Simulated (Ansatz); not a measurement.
W (bcc, W type)

```yaml
crystal:
  lattice:
    - [-1.59176, 1.59176, 1.59176]
    - [1.59176, -1.59176, 1.59176]
    - [1.59176, 1.59176, -1.59176]
  atoms:
    - { symbol: W, position: [0.00000, 0.00000, 0.00000] }
```

Two coordinates are scanned: the volume, and the ratio of the stretch along z (the conventional c axis) to the stretch across it. Atoms keep their fractional coordinates.

Calculation: PBE (plane waves to 420 eV, PAW, scalar-relativistic; Ansatz, a program for electronic structure). k mesh 20×20×20 (Γ-centred), Fermi-Dirac smearing 0.05 eV. Compression counts positive. With partly filled bands, the response to shear is sensitive to the k mesh, so small differences along c/a are uncertain. Spin-orbit coupling is left out, though W is heavy. W is run without spin polarisation. W was relaxed with its symmetry unable to fall.

At one point of the scan the stress tensor (GPa) is:

```
  -14.9      0.0      0.0
    0.0    -14.9      0.0
    0.0      0.0     -2.3
```

Problem. Which point is it?
A) V/V₀ = 1.040, (c/a)/(c/a)₀ = 0.960
B) V/V₀ = 1.000, (c/a)/(c/a)₀ = 0.960
C) V/V₀ = 1.020, (c/a)/(c/a)₀ = 1.040
D) V/V₀ = 1.040, (c/a)/(c/a)₀ = 1.080

Solution. A, V/V₀ = 1.040, (c/a)/(c/a)₀ = 0.960

(A scan under strain: stresses follow from slopes of the energy per volume, elastic moduli from its curvatures.)
